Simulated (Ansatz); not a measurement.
CaP₃:
Space group P-1 (No. 2); a = 5.593 Å, b = 5.653 Å, c = 5.681 Å, α = 69.90°, β = 79.79°, γ = 74.95°

| atom | site | symmetry | x | y | z |
|---|---|---|---|---|---|
| Ca | 2i | 1 | 0.3234 | 0.3596 | 0.3541 |
| P | 2i | 1 | 0.5993 | 0.8004 | 0.0979 |
| P | 2i | 1 | 0.0063 | 0.1967 | 0.0007 |
| P | 2i | 1 | 0.8737 | 0.1758 | 0.3934 |

Relaxed with r²SCAN. r²SCAN (plane waves, PAW; program Ansatz) gives no gap.

Task: What gap does HSE06 give on the same cell (Ansatz, PAW)?

Result: 0.31 eV. The hybrid was solved on a coarser mesh and at special points; the gap given is the minimum over both. On such a mesh it can open a false gap in a semimetal.

| k | v1 r²SCAN | c1 r²SCAN | v1 HSE06 | c1 HSE06 |
|---|---|---|---|---|
| Γ | -0.21 | 0.77 | -0.26 | 1.17 |
| Z | -0.04 | 0.02 | 0.00 | 0.31 |
| Y | -1.17 | 1.88 | -1.25 | 2.37 |
| X | -0.65 | 1.91 | ___ | ___ |
| V | -1.02 | 0.53 | -1.08 | 0.92 |
| U | -0.94 | 1.52 | ___ | ___ |
| T | -1.11 | 1.81 | ___ | ___ |
| R | -0.78 | 1.13 | ___ | ___ |

Task: Top valence (v1) and lowest conduction level (c1) in eV from each method's valence maximum (which need not be a listed point): supply the withheld HSE06 values.

Result: 
- X, v1 HSE06: -0.69
- X, c1 HSE06: 2.37
- U, v1 HSE06: -0.98
- U, c1 HSE06: 1.93
- T, v1 HSE06: -1.18
- T, c1 HSE06: 2.24
- R, v1 HSE06: -0.82
- R, c1 HSE06: 1.57

Cost on shared cores: the r²SCAN run (SCF on a 8×8×8 mesh, then bands and DOS) about 7 core-minutes (a rough figure), the HSE06 run (SCF on 3×3×3, then a few points) about 2.3 core-minutes (a rough figure); the tasks are unlike.

The first step of the workflow began from a Materials Project structure, measured or hypothetical; the Crystallography Open Database copy checked does not list it. Its standing as an ambient phase is unchecked. The cell was relaxed with r²SCAN under the symmetry of its start; its stability against distortions is not shown here.

Potentials: the later of the program's two PAW sets.
